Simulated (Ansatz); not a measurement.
CuO in space group I4/mmm (No. 139; Cu on 2a, O on 2b) under volume change, plane-wave PAW r²SCAN (Ansatz code), shape and atoms relaxed at each volume.

```
V (Å³/atom)  E − E(relaxed) (meV/atom)  P (GPa)
-----------  -------------------------  -------
9.483                                …        …
9.796                              7.7     4.45
10.108                             1.7     1.85
10.421                             0.0    -0.01
10.734                             1.3    -1.23
11.046                               …        …
11.359                             9.0    -2.60
```

Task: What belongs in the gaps?

Result: 
- 11.046, E − E(relaxed) (meV/atom): 4.5
- 11.046, P (GPa): -2.06
- 9.483, E − E(relaxed) (meV/atom): 19.7
- 9.483, P (GPa): 8.04

Task: What does a third-order Birch–Murnaghan fit give for V₀, B₀ and B′?

Result: V₀ = 10.42 Å³/atom, B₀ = 51.5 GPa, B′ = 11.5.

The start of the workflow was typed in or built on a structure type; neither database checked (COD, Materials Project) lists it. It is not the phase usual at ambient conditions (space group No. 15). The r²SCAN relaxation kept the symmetry of its start, as lowered by the spin order; whether a distortion lowers the energy is not shown. Magnetic state: antiferromagnetic, the only order run, not a proven ground state. Other orbital occupations within this spin state were not tried. No Hubbard U is applied.

Potentials: the earlier of the program's two PAW sets. The files were generated under PBE; for other functionals the program regenerates the frozen cores, and for LDA and PBEsol the local potential too.
